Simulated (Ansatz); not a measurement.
PtS2:
```yaml
crystal:
  lattice:
    - [3.55080, 0.00000, 0.00000]
    - [-1.77540, 3.07508, 0.00000]
    - [0.00000, 0.00000, 5.20270]
  atoms:
    - { symbol: Pt, position: [0.00000, 0.00000, 0.00000] }
    - { symbol: S, position: [0.33333, 0.66667, 0.23558] }
    - { symbol: S, position: [0.66667, 0.33333, 0.76442] }
```

Relaxed with r²SCAN+D4. Special points in fractions of this cell's reciprocal vectors: Γ (0.000, 0.000, 0.000); M (0.500, 0.000, 0.000); K (0.333, 0.333, 0.000); A (0.000, 0.000, 0.500); L (0.500, 0.000, 0.500); H (0.333, 0.333, 0.500).

### Question
List the band energies nearest the valence-band maximum at these points for r²SCAN+D4 with spin–orbit coupling (plane waves, PAW; program Ansatz).

### Answer
In eV from the valence-band maximum; about four levels below and three above (degenerate sets whole), none deeper than 8.9 eV; points with the same levels are listed once.

| k | below | above |
|---|---|---|
| Γ | -0.93 -0.93 -0.05 -0.05 | 2.29 2.29 2.56 2.56 |
| M | -2.89 -2.89 -2.23 -2.23 | 1.85 1.85 2.81 2.81 |
| K | -1.52 -1.52 -1.31 -1.31 | 1.03 1.03 1.21 1.21 |
| A | -1.14 -1.14 -1.04 -1.04 | 2.75 2.75 3.01 3.01 |
| L | -2.47 -2.47 -1.46 -1.46 | 2.03 2.03 2.54 2.54 |
| H | -1.95 -1.95 -1.74 -1.74 | 2.27 2.27 2.31 2.31 |

Space group P-3m1 (CdI2 type). The r²SCAN+D4 relaxation kept the symmetry of its start; phonons on a q-mesh show no instability. The run is not spin-polarised.

Potentials: the later of the program's two PAW sets.
